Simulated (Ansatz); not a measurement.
P (black phosphorus), relaxed with r²SCAN (Ansatz, a first-principles code, plane waves, PAW): a = 3.3004 Å, b = 11.0172 Å, c = 4.5565 Å, α = 90.00°, β = 90.00°, γ = 90.00°.

```
Quantity  Value
--------  -----
gap (eV)   0.25
```

Q: The same phase is relaxed and computed with LDA in the same code. What are the cell and these values now?

A: a = 3.312 Å, b = 10.172 Å, c = 4.119 Å, α = β = γ = 90.00°.

gap (eV): none

Weakly bound layers, chains or molecules computed without a dispersion correction, so cells and soft constants are ill determined: P, black phosphorus with r²SCAN; P, black phosphorus with LDA. All cells were relaxed under the symmetry of their starts (and spin orders); stability against distortions was not tested throughout.

Potentials: the earlier of the program's two PAW sets.

Ansatz is a plane-wave DFT program.
